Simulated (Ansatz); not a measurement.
GaN (wurtzite)

```xyz
4
Lattice="3.1833 0.0000 0.0000 -1.5916 2.7568 0.0000 0.0000 0.0000 5.1839" Properties=species:S:1:pos:R:3 pbc="T T T"
Ga     1.5916     0.9189     0.0051
Ga     0.0000     1.8379     2.5971
N      1.5916     0.9189     3.2358
N      0.0000     1.8379     0.6439
```

E(V) scan at fixed shape, V₀ the volume above. The atoms relax within the cell's symmetry.

Calculation: r2SCAN (plane waves to 500 eV, PAW, scalar-relativistic; Ansatz, a quantum-chemistry and plane-wave program). k mesh 12×12×7 (Γ-centred), Fermi-Dirac smearing 0.05 eV. The energy includes the smearing's −TS. Stress and pressure are positive under compression. With the shape held, the modulus is that of even scaling; a crystal free to change shape is softer. GaN was relaxed with its symmetry unable to fall. The PAW data are Ansatz's earlier set. The zero of ΔE is the relaxed starting cell.

```csv
V (Å³/atom),ΔE (meV/atom)
10.236,83.8
10.425,56.3
10.615,withheld
10.804,19.1
10.994,8.2
11.184,2.0
11.373,0.0
11.563,1.9
11.752,7.3
11.942,16.0
12.131,27.6
12.321,41.9
12.510,58.8
```

### Question
Fit a third-order Birch-Murnaghan form (E₀, V₀, B₀, B₀′ free) to the given rows and predict ΔE at V = 10.615.

### Answer
Least squares on the 12 given rows: ΔE = E₀ + (9V₀B₀/16)·y²·[2 + (B₀′ − 4)y], y = (V₀/V)^(2/3) − 1, with V₀ = 11.373 Å³/atom, B₀ = 196.0 GPa (160.2 GPa = 1 eV/Å³; the term in eV is multiplied by 1000), B₀′ = 4.31, E₀ = 0.01 meV/atom; root-mean-square residual 0.04 meV/atom. At 10.615 the fit gives 34.9 meV/atom; the calculation gives 34.9 meV/atom, the same to the digits shown. For the pressure the fit gives 15.7 GPa against the computed 15.7 GPa.

(A scan under strain: stresses follow from slopes of the energy per volume, elastic moduli from its curvatures.)
